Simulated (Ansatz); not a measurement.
Here is the system:

SnC₈:
```
SnC8
1.0
    0.00000     2.45976    -4.26043
    0.00000     2.45976     4.26043
    6.74716     0.00000     0.00000
C Sn
8 1
Direct
  0.99854   0.00146   0.00000
  0.16494   0.83506   0.00000
  0.49774   0.00146   0.00000
  0.66467   0.83452   0.00000
  0.99854   0.50226   0.00000
  0.16548   0.33533   0.00000
  0.49828   0.50172   0.00000
  0.66467   0.33533   0.00000
  0.83199   0.16801   0.50000
```

This is the PBE-relaxed structure.

Question: All from DFT-PBE in the program Ansatz with PAW potentials, unless another level is named. Give the electronic character.

Answer: metallic (no gap).

Question: Give the formation energy from the elements (no fitted shifts).

Answer: 0.28 eV/atom.

Question: Next, the density of states at the Fermi level?

Answer: 0.33 states/eV per atom (mean over ±0.08 eV).

Space group P6/mmm. The start of the workflow was typed in or built on a structure type; neither database checked (COD, Materials Project) lists it. Whether it is the stable phase at ambient conditions was not checked. The PBE relaxation kept the symmetry of its start; its stability against distortions is not shown here. The volume moved by 44 % from the start of the relaxation. Its formation energy is positive at this level, so the cell may be metastable or incomplete. The references are the lowest solids computed at this level, not always the standard phases. Spin–orbit coupling is left out wherever it is not named.

Potentials: the earlier of the program's two PAW sets.
